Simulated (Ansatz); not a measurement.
Ansatz input

```yaml
crystal:
  lattice:
    - [2.9766191672, 0.0, 0.0]
    - [0.0, 2.9766191672, 0.0]
    - [0.0, 0.0, 2.9766191672]
  atoms:
    - { symbol: Zr, position: [0.0, 0.0, 0.0], spin: 1.0 }
hamiltonian:
  xc: mr2scan
  pseudopotentials:
    kind: paw
    azcp:
      Zr: "pseudopotentials/Zr.paw.azcp"
basis:
  ecutwfc: 500
  fft_grid_basis: typed
kpoints:
  mp_grid: { grid: [18, 18, 18], shift: [0, 0, 0] }
magnetization:
  spin_polarized: true
scf:
  occupations: { method: fermi_dirac, width: 0.05 }
output:
  stress: true
```

Output

```
Engine: ansatz 0.2.0, aarch64-unknown-linux-gnu
Pseudopotentials: kind: paw
Pseudopotential: Zr, paw, valence charge 12, recommended cutoff 500 eV (meta_gga) 
Functional definition: m-r2SCAN
  exchange = m_r2scan_x
  correlation = m_r2scan_c
Crystal: 1 atoms, lattice volume = 26.374 Å³
Basis set: ecut = 500 eV, 691 PW (Γ), exchange–correlation on 96×96×96 points (64 copies of the dense FFT grid, shifted against one another)
Bands: 11, of which v1, the nominal top of the filled ones, is band 6 counted from 1 (5 counted from 0)
Symmetry: 48 space group operations
Space group: Pm-3m (ITA 221), of the structure as read, at distance tolerance 3.0e-5 Å
Magnetic group: BNS 221.92 (UNI 1594), of the structure as read, at distance tolerance 3.0e-5 Å
k-points: 220 of 5832
Non-local potential: Zr, projectors of the file, l = 0: 3, l = 1: 2, l = 2: 2, l = 3: 2
PAW form: soft (Blöchl's): semilocal exchange-correlation on the pseudo side does not see the compensation charge
PAW frozen core: Zr, regenerated for the run's functional (the file was generated under x = pbe(κ = 0.804, μ = 0.2195149727645171), c = pbe(β = 0.06672455060314922))
PAW one-centre angular grid: Zr, 590 points (default); XC on 160 Gauss nodes
Initial density: superposition of atomic densities (chi_scale 0.1, normalization cell)
Starting moments: Σ|m| = 1 μB on 1 of 1 site
Initial wavefunctions: pseudopotential atomic-orbital guess
Functional: x = mr2scan, c = mr2scan; τ floored in thin density (d = 2e-4 eV/Å³)
iter 1 solved again at ethr=1.37e-3 eV; its pass at ethr=3.10e-3 eV (dr2=1.64e-1 eV) is discarded
SCF iter   1: F=—  HF=-4193.883018 eV  |F-HF|=—  |Δ(HF+E_count)|=         —  Δρ=2.20e-2 (↑2.20e-2 ↓8.07e-3)  dr2=1.92e-1  dr2_τ=3.26e-3  dr2_m=2.34e-2  M=0.848 μB ∫|m|=0.848 μB  β_m=1.00  ethr=1.37e-3  ⟨swp⟩=2.0  Hψ=37052  notcnv=0
Mixer restart at iter 1: flushing history
SCF iter   2: F=—  HF=-4193.976178 eV  |F-HF|=—  |Δ(HF+E_count)|=         —  Δρ=1.25e-2 (↑1.25e-2 ↓9.59e-3)  dr2=8.31e-2  dr2_τ=1.18e-3  dr2_m=6.64e-3  M=0.639 μB ∫|m|=0.639 μB  β_m=1.00  ethr=1.37e-3  ⟨swp⟩=2.3  Hψ=7871  notcnv=0
Mixer restart at iter 2: flushing history
SCF iter   3: F=—  HF=-4193.995120 eV  |F-HF|=—  |Δ(HF+E_count)|=   1.89e-2  Δρ=8.41e-3 (↑7.77e-3 ↓8.41e-3)  dr2=2.53e-2  dr2_τ=6.98e-4  dr2_m=4.55e-3  M=0.452 μB ∫|m|=0.452 μB  β_m=0.84  ethr=6.92e-4  ⟨swp⟩=2.4  Hψ=8626  notcnv=0  defer=4  κ⁻¹=1.0e0(r=1)
SCF iter   4: F=—  HF=-4194.036238 eV  |F-HF|=—  |Δ(HF+E_count)|=   4.11e-2  Δρ=5.60e-3 (↑3.49e-3 ↓5.60e-3)  dr2=6.12e-3  dr2_τ=1.03e-4  dr2_m=1.74e-3  M=0.220 μB ∫|m|=0.220 μB  β_m=1.00  ethr=2.11e-4  ⟨swp⟩=2.3  Hψ=8834  notcnv=0  defer=6  κ⁻¹=2.4e-2(r=2)
SCF iter   5: F=—  HF=-4194.048161 eV  |F-HF|=—  |Δ(HF+E_count)|=   1.19e-2  Δρ=1.85e-3 (↑1.69e-3 ↓1.85e-3)  dr2=6.48e-4  dr2_τ=4.88e-5  dr2_m=4.49e-4  M=-0.009 μB ∫|m|=0.025 μB  β_m=0.52  ethr=5.10e-5  ⟨swp⟩=2.4  Hψ=9642  notcnv=0  defer=28  κ⁻¹=2.5e-3(r=3)
...
SCF iter  21: F=—  HF=-4194.043746 eV  |F-HF|=—  |Δ(HF+E_count)|=  2.95e-10  Δρ=7.04e-7 (↑6.97e-7 ↓7.04e-7)  dr2=7.89e-13  dr2_τ=1.29e-11  dr2_m=1.18e-10  M=0.001 μB ∫|m|=0.001 μB  β_m=1.00  ethr=1.00e-12  ⟨swp⟩=1.0  Hψ=17217  notcnv=0  κ⁻¹=2.6e-7(r=8)
SCF iter  22: F=—  HF=-4194.043746 eV  |F-HF|=—  |Δ(HF+E_count)|=   4.11e-9  Δρ=3.41e-7 (↑2.92e-7 ↓3.41e-7)  dr2=4.66e-12  dr2_τ=2.33e-12  dr2_m=2.15e-11  M=0.000 μB ∫|m|=0.000 μB  β_m=1.00  ethr=1.00e-12  ⟨swp⟩=3.0  Hψ=12061  notcnv=0  κ⁻¹=2.6e-7(r=8)
SCF iter  23: F=-4194.043746 eV  HF=-4194.043746 eV  |F-HF|=4.55e-12  |Δ(HF+E_count)|=  8.84e-10  Δρ=1.29e-7 (↑9.60e-8 ↓1.29e-7)  dr2=2.83e-12  dr2_τ=2.08e-13  dr2_m=1.44e-12  M=0.000 μB ∫|m|=0.000 μB  ethr=1.00e-12  ⟨swp⟩=3.0  Hψ=12037  notcnv=0
SCF 1 converged in 23 iterations: F = -4194.043746 eV  dr2 = 2.83e-12
WARN: the starting moments were not kept: the SCF closed with an absolute magnetisation of 9.3e-5 μB, where they sum to 1 μB in size (1 site). That is at most 0.1 of that sum. Measured as dr2_m measures the in/out step, that magnetisation stands 1.0e-9 eV from none, at or under the dr2_threshold of 1.0e-7 eV: it is no larger than a step whose dr2_m would equal this threshold. The system may hold no moment; this SCF shows only that its start led to no more than that. To try another start: raise the starting moments (crystal.atoms[].spin, magnetization.per_species, magnetization.initial_magnetization, or on a non-collinear deck that types none of these the spinor_matrix: blocks that start its atoms; where the total moment is fixed, keep their sum and leave initial_magnetization as it is; typed ones take the place of any that the run laid by itself, positive ones on a crystal's lanthanoids without a Hubbard term where scf.initial_density.shell_occupations: [] is typed) or, if the notice of its spin-set hold's release reads "site moments contracting" or "site moments show no strong build", lengthen the hold (scf.mixing.spin_hold: { on: { confirm: 4 } }; for m-r²SCAN on two components see the key's manual first). Each may lead to a state that holds a moment. A second SCF, from the converged charge density, with the starting moments and any scf.initial_density.shell_occupations laid on it anew, would have followed, and was not run: the deck does not ask for one (magnetization.retry_lost_moments is false, the default). To let it run, set magnetization.retry_lost_moments: true and run the deck again, where that key's refused combinations let it; where memory then withholds it, that run's warning says so.
this state was not tested for a lower state beside it, because the mixer in use, unlike msr1, does not test its closes by its own steps (another_mixer; see scf.mixing.algorithm and scf.lower_state_search)
SCF converged after 23 iterations
Magnetization: 0.0001 μB (6.0000 up, 6.0000 down)
Absolute magnetization: 0.0001 μB (∫|ρ↑−ρ↓|, with the PAW one-centre terms)
Spin contamination: 0.0000 ħ² per cell (⟨S²⟩ above its minimum at these occupations)
Per-site moments (μB) at R_I (Å): [(5.370616999042071e-5, 1.22785540647)]
Free energy (F): -4194.043746 eV
Harris-Foulkes:  -4194.043746 eV  (|F-HF|=4.55e-12)
Internal energy: -4194.026950 eV  (E = F + TS)
E sigma→0 (E₀):  -4194.035348 eV
Entropy (-TS):   -0.016796 eV (-16.796 meV/atom)
Fermi energy:    11.809311 eV
--- Per-component energies (eV) ---
  E_band       = -130.339877
  E_kinetic    = 331.019843
  E_local      = -720.606191  (includes V_loc(G=0)·N_el)
  E_nonlocal   = 81.625698
  E_hartree    = 227.951941
  E_xc         = -154.116378
  E_vxc        = -209.214163  (∫ρ·V_xc dr)
  E_paw        = -2971.489244  (= ΣΔE_a)
  E_vpaw       = -81.681669  (= ΣTr[D̂ρ^β])
  E_aug_tail   = 0.000009  (compensation charges beyond the density's cutoff)
  E_vtau       = 12.612717  (kinetic-family band-sum trace: ∫τ·v_τ [+ j·A + Jᵃ·Aᵃ] dr)
  E_ewald      = -988.247887
  E_core_change = -0.164742  (= ΣΔE_core)
  E_smearing   = -0.016796  (= −TS)
  E_closure    = -0.000000  (closes the sum)
  Σ components = -4194.043746   (vs F -4194.043746, Δ=0.00e0)
--- Stress (GPa, compression-positive) ---
       -4.410632      -0.000000       0.000000
       -0.000000      -4.410632       0.000000
        0.000000       0.000000      -4.410632
  P = ⅓ Tr σ = -4.4106 GPa (-44.106 kbar)
```
